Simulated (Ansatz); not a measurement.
# All-electron card of Zr$_{2}$Au

```xyz
3
Lattice="-1.6502 1.6502 5.8255 1.6502 -1.6502 5.8255 1.6502 1.6502 -5.8255" Properties=species:S:1:pos:R:3 pbc="T T T"
Zr    0.0000    0.0000    7.6861
Zr    0.0000    0.0000    3.9648
Au    0.0000    0.0000    0.0000
```

Atoms are numbered in the order listed.

The conventional cell has a = 3.300 Å, b = 3.300 Å, c = 11.651 Å, α = 90.00°, β = 90.00°, γ = 90.00°. Around Zr (atom 1) lie 4 Au at 2.98 Å and 8 Zr at 3.14 to 3.30 Å. Au (atom 3) has 8 Zr at 2.98 Å and 4 Au at 3.30 Å as nearest neighbours.

Structure from Materials Project entry mp-2348 (possibly hypothetical), not relaxed further.

Spin polarisation is left out, and whether a magnetic state lies lower isn't shown here.

No spin–orbit coupling, which matters for the heavy atoms here.

All numbers below come from DFT, LDA, all-electron LAPW, scalar-relativistic (Ansatz 0.2.0).

Settings: a Γ-centred 15×15×15 k mesh, Fermi–Dirac smearing of 0.03 eV, basis error target 1 meV/atom, no spin polarisation.

```
Pressure at this cell                             : -7.03 GPa
Density of states at the Fermi level (0.2 eV bin) : 1.49 states/eV per cell
Largest force                                     : 0.044 eV/Å on Zr1
Volume per atom                                   : 21.15 Å³
```

**Question.** Predict this quantity. Löwdin charges (with 0.34 e of the cell spilling out of the atomic basis, so their sizes and signs hang on that basis).

**Answer.** Zr1 0.01, Au3 0.32 e.

**Question.** Give the computed value. Band gap.

**Answer.** none: with an odd electron count and no spin polarisation the bands can't all be full, a metal in this set-up (spin order or a larger cell could open a gap).

**Question.** Give the computed value. Stress xx, yy, zz (compression positive).

**Answer.** -6.99, -6.99, -7.11 GPa.
